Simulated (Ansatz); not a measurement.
A distorted cell of Al$_{2}$O$_{3}$ (corundum):

```
CELL_PARAMETERS angstrom
      2.36279     1.36416     4.29435
     -2.36279     1.36416     4.29435
      0.00000    -2.72831     4.29435
ATOMIC_POSITIONS crystal
  Al 0.85199 0.85199 0.85199
  Al 0.64801 0.64801 0.64801
  Al 0.14801 0.14801 0.14801
  Al 0.35199 0.35199 0.35199
  O  0.05620 0.44380 0.75000
  O  0.75000 0.05620 0.44380
  O  0.44380 0.75000 0.05620
  O  0.94380 0.55620 0.25000
  O  0.25000 0.94380 0.55620
  O  0.55620 0.25000 0.94380
```

Computed with PBEsol (plane waves to 420 eV, PAW, scalar-relativistic; Ansatz, a quantum-chemistry and plane-wave program). k mesh 9×9×9 (Γ-centred), Fermi-Dirac smearing 0.05 eV. Energies are smeared free energies. Compression counts positive. Al2O3 was relaxed with its symmetry unable to fall.

Q: Give the stress tensor in GPa and the pressure.

A: 
```
    8.0      0.0      0.0
    0.0      8.0      0.0
    0.0      0.0      7.6
```
The pressure, a third of the trace, is 7.8 GPa.

Q: It is the relaxed cell scaled evenly to V/V₀ = 0.970, atoms relaxed where free. What is its energy relative to the relaxed cell?

A: 6.1 meV/atom.

(A scan under strain: stresses follow from slopes of the energy per volume, elastic moduli from its curvatures.)
